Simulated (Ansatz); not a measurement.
**One input, then a changed one: ZrTi2**

First run: DFT, PBEsol, norm-conserving pseudopotentials, Ansatz's default files, scalar-relativistic (Ansatz 0.2.0).

Command: `ansatz run input.yaml --threads 1 --pin off --max-ram 3072MiB --backend cpu --events-out ev --progress --plain --runs-dir out` It took 14 s on 1 thread of Arm Neoverse V1 (shared host), peak memory 0.46 GiB.

```yaml
crystal:
  lattice:
    - [4.7244142807, 0.0, 0.0]
    - [-2.3622071403, 4.0914627851, 0.0]
    - [0.0, 0.0, 3.00344532]
  atoms:
    - { symbol: Zr, position: [0.0, 0.0, 0.0] }
    - { symbol: Ti, position: [0.6666666667, 0.3333333333, 0.5] }
    - { symbol: Ti, position: [0.3333333333, 0.6666666667, 0.5] }
kpoints:
  mp_grid: { grid: [7, 7, 10] }
scf:
  occupations: { method: fermi_dirac, width: 0.05 }
hamiltonian:
  xc: pbesol
  pseudopotentials: { kind: nc }
output:
  forces: true
  stress: true
  eigenvalues: true
  populations: true
```

The cell is Materials Project entry mp-1008568, used as a structure alone.

This run: the undistorted cell.

It converges in 8 SCF iterations at a pressure of -3.84 GPa, cutoff 1143 eV.

The input is then changed:

```diff
   occupations: { method: fermi_dirac, width: 0.05 }
+  mixing: { algorithm: broyden, beta: 1.0, ndim: 1, preconditioner: none }
+  max_iter: 50
 hamiltonian:
```

Task: Does this change harm the result?

Result: Not here: the run converges in 38 SCF iterations at a pressure of -3.84 GPa, cutoff 1143 eV, free energy 0.0 meV/atom against the first run's, and its energy lies within 1 meV/atom of the first run's.
